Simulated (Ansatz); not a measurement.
In3Co:
```cif
data_Co4In12
_chemical_formula_sum 'In12 Co4'
_space_group_name_H-M_alt 'P 1'
_space_group_IT_number 1
_cell_length_a 6.80705
_cell_length_b 6.80705
_cell_length_c 7.07700
_cell_angle_alpha 90.000
_cell_angle_beta 90.000
_cell_angle_gamma 90.000
loop_
_space_group_symop_operation_xyz
  'x, y, z'
loop_
_atom_site_label
_atom_site_type_symbol
_atom_site_fract_x
_atom_site_fract_y
_atom_site_fract_z
_atom_site_occupancy
In1 In 0.50000 0.00000 0.00000 1
In2 In 0.50000 0.00000 0.50000 1
In3 In 0.00000 0.50000 0.50000 1
In4 In 0.00000 0.50000 0.00000 1
In5 In 0.65407 0.65407 0.25795 1
In6 In 0.34593 0.34593 0.74205 1
In7 In 0.84593 0.15407 0.75795 1
In8 In 0.15407 0.84593 0.24205 1
In9 In 0.34593 0.34593 0.25795 1
In10 In 0.65407 0.65407 0.74205 1
In11 In 0.15407 0.84593 0.75795 1
In12 In 0.84593 0.15407 0.24205 1
Co1 Co 0.84712 0.84712 0.00000 1
Co2 Co 0.15288 0.15288 0.00000 1
Co3 Co 0.65288 0.34712 0.50000 1
Co4 Co 0.34712 0.65288 0.50000 1
```

Relaxed with r²SCAN.

Q: Which orbitals make up the states near the Fermi level in plane-wave PAW r²SCAN (Ansatz code)?

A: Within 0.5 eV of the Fermi level: Co 3d 55 %, In 5p 35 %, In 5s 8 %. Projections are on Löwdin-orthogonalised atomic valence shells; empty p or d shells of many metals are not among them.

Q: Tabulate the density of states.

A: States/eV per cell of 16 atoms, in 0.25 eV bins, energy from the Fermi level.

| E (eV) | total | In 5p | Co 3d | In 5s |
|---|---|---|---|---|
| -7.85 | 2.93 | 1.40 | 0.02 | 1.26 |
| -7.60 | 2.96 | 1.42 | 0.03 | 1.29 |
| -7.35 | 3.51 | 1.67 | 0.04 | 1.57 |
| -7.10 | 3.32 | 1.57 | 0.04 | 1.50 |
| -6.85 | 3.73 | 1.76 | 0.07 | 1.69 |
| -6.60 | 4.25 | 1.97 | 0.09 | 1.94 |
| -6.35 | 4.72 | 2.11 | 0.13 | 2.23 |
| -6.10 | 3.48 | 1.48 | 0.12 | 1.70 |
| -5.85 | 5.04 | 2.08 | 0.22 | 2.49 |
| -5.60 | 5.27 | 2.15 | 0.29 | 2.57 |
| -5.35 | 4.39 | 1.76 | 0.29 | 2.13 |
| -5.10 | 3.80 | 1.58 | 0.31 | 1.74 |
| -4.85 | 4.79 | 2.17 | 0.43 | 1.96 |
| -4.60 | 4.90 | 2.14 | 0.58 | 1.96 |
| -4.35 | 5.74 | 2.34 | 0.85 | 2.33 |
| -4.10 | 5.85 | 2.15 | 1.02 | 2.45 |
| -3.85 | 3.99 | 1.74 | 0.78 | 1.28 |
| -3.60 | 5.42 | 2.61 | 1.27 | 1.26 |
| -3.35 | 8.29 | 3.88 | 2.33 | 1.64 |
| -3.10 | 7.14 | 3.19 | 2.37 | 1.19 |
| -2.85 | 5.74 | 2.66 | 2.06 | 0.75 |
| -2.60 | 9.78 | 4.43 | 4.01 | 0.97 |
| -2.35 | 13.31 | 5.05 | 6.99 | 0.95 |
| -2.10 | 16.94 | 5.10 | 10.71 | 0.75 |
| -1.85 | 27.54 | 6.39 | 19.60 | 1.00 |
| -1.60 | 37.44 | 5.38 | 30.75 | 0.65 |
| -1.35 | 13.11 | 2.68 | 9.71 | 0.42 |
| -1.10 | 21.34 | 3.73 | 16.79 | 0.48 |
| -0.85 | 10.40 | 2.61 | 7.22 | 0.38 |
| -0.60 | 0.33 | 0.10 | 0.18 | 0.03 |
| -0.35 | 11.11 | 3.30 | 7.35 | 0.31 |
| -0.10 | 5.25 | 2.00 | 2.83 | 0.32 |
| 0.15 | 4.79 | 1.82 | 2.35 | 0.51 |
| 0.40 | 9.57 | 3.59 | 4.35 | 1.35 |
| 0.65 | 7.88 | 2.86 | 3.14 | 1.57 |
| 0.90 | 8.06 | 3.30 | 2.72 | 1.67 |
| 1.15 | 8.09 | 3.38 | 2.30 | 1.93 |
| 1.40 | 8.14 | 3.77 | 1.89 | 1.97 |
| 1.65 | 7.75 | 3.74 | 1.53 | 1.89 |
| 1.90 | 6.57 | 3.32 | 1.06 | 1.60 |
| 2.15 | 7.42 | 3.81 | 0.99 | 1.82 |
| 2.40 | 8.36 | 4.40 | 0.94 | 2.09 |
| 2.65 | 8.08 | 4.45 | 0.78 | 1.81 |
| 2.90 | 7.10 | 4.02 | 0.56 | 1.47 |
| 3.15 | 6.81 | 4.03 | 0.48 | 1.30 |
| 3.40 | 8.06 | 4.93 | 0.50 | 1.43 |
| 3.65 | 7.88 | 4.81 | 0.47 | 1.42 |
| 3.90 | 6.49 | 4.10 | 0.36 | 1.02 |
| 4.15 | 7.49 | 4.83 | 0.37 | 1.08 |
| 4.40 | 7.10 | 4.65 | 0.32 | 0.98 |
| 4.65 | 7.32 | 4.74 | 0.31 | 0.96 |
| 4.90 | 7.79 | 5.01 | 0.28 | 0.95 |

Space group P4_2/mnm. The first step of the workflow began from a Materials Project structure, measured or hypothetical; the Crystallography Open Database files this formula in space group No. 136, but the cells were not matched. Whether it is the stable phase at ambient conditions was not checked. The cell was relaxed with r²SCAN under the symmetry of its start; whether a distortion lowers the energy is not shown. No spin polarisation was allowed. Spin–orbit coupling is left out wherever it is not named.

Potentials: the earlier of the program's two PAW sets.
